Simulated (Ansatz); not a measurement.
## What DFT gives for ZnIn2Sb4

```yaml
crystal:
  lattice:
    - [0.00000, 5.83458, 0.00000]
    - [5.83458, 0.00000, 0.00000]
    - [2.91729, 2.91729, -5.83268]
  atoms:
    - { symbol: In, position: [0.50000, 0.50000, 0.00000] }
    - { symbol: In, position: [0.75000, 0.25000, 0.50000] }
    - { symbol: Zn, position: [0.00000, 0.00000, 0.00000] }
    - { symbol: Sb, position: [0.37500, 0.37500, 0.75000] }
    - { symbol: Sb, position: [0.62500, 0.12500, 0.25000] }
    - { symbol: Sb, position: [0.87500, 0.87500, 0.75000] }
    - { symbol: Sb, position: [0.12500, 0.62500, 0.25000] }
```

Level: r2SCAN, no spin polarisation; 500 eV; 7×7×7 Γ-centred mesh; fermi-dirac occupations (width 0.0212 eV); Ansatz 0.2.0, fixed geometry.

Electronic structure: It is a metal, with about 3.4 states/eV a cell as the mean within 0.25 eV of the Fermi level, mostly Sb p (84 %).
Charges: Bader charges in e: Zn +0.20, In +0.30, Sb -0.20. In the mean In gives up most and Sb takes most.
Contacts: In–Sb at 2.53 Å: least valence density 0.53 e/Å³ and ELF 0.46 there. Zn–Sb at 2.53 Å: least valence density 0.43 e/Å³ and ELF 0.47 there. Both are smooth PAW fields, read partly inside the augmentation spheres.
Forces: The largest is on Sb4 (and as large on other atoms): 3.09 eV/Å, components (0.38, -3.05, 0.33). It makes 124° with the line to a nearest neighbour, In1 at 2.53 Å.
Stress: The pressure is 16.4 GPa (compression positive), so with the atoms held at these fractions the cell would first expand; the forces are large, so a full relaxation may end otherwise.

Origin: a known structure type with other elements, at an estimated volume, so it need not be a known compound. Caveats: atoms or cell far from equilibrium.
